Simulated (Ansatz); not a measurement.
All numbers below come from DFT PBE, scalar-relativistic, plane waves, PAW (Ansatz 0.2.0). All cells share a 420 eV cutoff and Γ-centred k meshes spaced at most about 0.3 Å⁻¹ (2π included). No spin polarisation in the final relaxations.

All energies are static (0 K, no zero-point motion). All come from trial cells, and lower structures may exist.

Question: Order these relaxed structures of SiGeO4 by energy, lowest first, with the energy over the lowest of them.
A.

Space group P6_3mc (No. 186). a = 5.466 Å, b = 5.466 Å, c = 8.922 Å, α = 90.00°, β = 90.00°, γ = 120.00°
```
atom  site  symmetry       x       y       z
  Si    2b       3m. 0.3333  0.6667  0.9375
  Ge    2b       3m. 0.6667  0.3333  0.0624
   O    6c       .m. 0.0114  0.5057  0.9979
   O    2b       3m. 0.3333  0.6667  0.7564
```

B.

Space group P1 (No. 1). a = 5.096 Å, b = 5.105 Å, c = 8.502 Å, α = 91.50°, β = 91.21°, γ = 119.00°
```csv
atom,site,symmetry,x,y,z
Si,1a,1,0.7053,0.3670,0.0635
Si,1a,1,0.2981,0.6357,0.5626
Ge,1a,1,0.3678,0.6982,0.9379
Ge,1a,1,0.6294,0.2970,0.4364
O,1a,1,0.4890,0.4296,0.9424
O,1a,1,0.0603,0.6144,0.0556
O,1a,1,0.6683,0.0390,0.0129
O,1a,1,0.6012,0.3869,0.2415
O,1a,1,0.2690,0.7312,0.7435
O,1a,1,0.3676,0.9166,0.4512
O,1a,1,0.9854,0.3479,0.4934
O,1a,1,0.5585,0.5364,0.5590
```

Answer: B (0 meV/atom), A (61 meV/atom). Forms: B P1; A P6_3mc. Counting O atoms around Ge and Si (those within 1.25 times the shortest such distance or 1.15 times the sum of covalent radii): B has Si 4, Ge 4; A has Si 4, Ge 4.

Cells relaxed within their symmetry can be saddle points. The P1 cell of SiGeO4 came from shaking the P6_3mc one. Some structure types and database cells were kept out of the candidates from the start, so a known form may be missing.
